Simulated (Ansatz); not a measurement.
Values for one crystal, relaxed and computed with r²SCAN in the plane-wave PAW code Ansatz; other levels are named.

* **Volume per atom**: 18.67 Å³
* **Electronic character**: metallic (no gap)
* **Formation energy from the elements (no fitted shifts)**: -1.26 eV/atom
* **Density of states at the Fermi level**: 0.53 states/eV per atom (mean over ±0.08 eV)

Question: Pick the material that matches.
A. ZrSi2, fluorite
B. Co3Sn2S2, R-3m (Co on 9d, S on 6c, Sn on 3b, Sn on 3a)
C. Zr2S, Pnnm (Pearson symbol oP36)
D. Y3GeS2, P-3m1 (Y on 2d, Y on 1b, Ge on 1a, S on 2d)

Answer: C, Zr2S, Pnnm (Pearson symbol oP36)

The workflow started from a Materials Project entry (that database holds measured and hypothetical structures alike); the Crystallography Open Database copy checked does not list it. Its standing as an ambient phase is unchecked. The cell was relaxed with r²SCAN under the symmetry of its start; its stability against distortions is not shown here. The run is not spin-polarised. The references are the lowest solids computed at this level, not always the standard phases. Scalar-relativistic: spin–orbit coupling is off unless named, which matters more the heavier the elements.

Potentials: the later of the program's two PAW sets.
